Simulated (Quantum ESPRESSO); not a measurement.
# Strain and stress in Ga4ON3

These are calculations, not measurements. They come from pw.x of Quantum ESPRESSO 7.5, a plane-wave density functional program, with PseudoDojo standard norm-conserving files (v0.5 for PBE, v0.4.1 for LDA and PBEsol). The cells are made up: elements, strain and atom displacements were drawn at random, and nothing was relaxed. There is no spin polarisation, spin-orbit coupling or dispersion term.

The cell has 8 sites of a wurtzite lattice (rectangular cell). Sites 1 to 4 hold Ga Ga Ga Ga; sites 5 to 8 hold O N N N. Cell vectors in Å: (3.170, -0.058, 0.026); (-0.101, 5.572, 0.099); (0.043, 0.093, 5.149). Settings: PBE, cutoff 1143 eV, 8 x 6 x 6 k mesh shifted by half a step, Fermi-Dirac smearing of 0.1 eV.

Each run adds a shear xy (given as the tensor component) to one cell, with the atoms carried along; the vectors above are those of run 3. Stress is positive in tension and P is minus a third of its trace. E is the free energy for each atom above the lowest run shown.

```
run  strain (%)  s_xx (GPa)  s_yy (GPa)  s_zz (GPa)  s_xy (GPa)  P (GPa)  E (meV/atom)
  1       -2.32      -20.92      -25.07      -14.96       -6.44    20.32         11.84
  2       -1.67      -20.57      -24.91      -15.05       -4.79    20.18          6.28
  3       -0.52      -20.20      -24.79      -15.21       -1.92    20.07          0.42
  4        0.81      -20.18      -24.93      -15.39        1.40    20.17          0.00
  6        2.03      -20.55      -25.31      -15.56        4.42    20.47          5.54
  7        2.46      -20.77      -25.51      -15.62        5.49    20.63          8.93
  5        1.34           ?           ?           ?           ?        ?             ?
```

A rerun of one of these cells at 1437 eV and k mesh 10 x 8 x 8 moved values by no more than 0.006 eV in the cell's energy, 0.04 GPa in stress and 0.016 eV/Å in force.

## Worked fit

A parabola through the six runs shown gives s_xy = -0.62 + 2.49 e - 0.005 e² GPa, with e in per cent and a scatter of 0.01 GPa. The slope is a stiffness of 249 ± 1 GPa for each unit of this strain at e = 0, twice a shear constant under the stress shown, since the tensor component is half the shear angle. The atoms are clamped, and relaxing them would in general lower it. The error is the larger of the fit's own and the change that a cubic makes, rounded up.

## Withheld run

Question: what s_xy should run 5 give?

The fit gives 2.71 GPa. The calculation gave 2.71 GPa.

| run | strain (%) | s_xx (GPa) | s_yy (GPa) | s_zz (GPa) | s_xy (GPa) | P (GPa) | E (meV/atom) |
| --- | --- | --- | --- | --- | --- | --- | --- |
| 5 | 1.34 | -20.30 | -25.07 | -15.47 | 2.71 | 20.28 | 1.74 |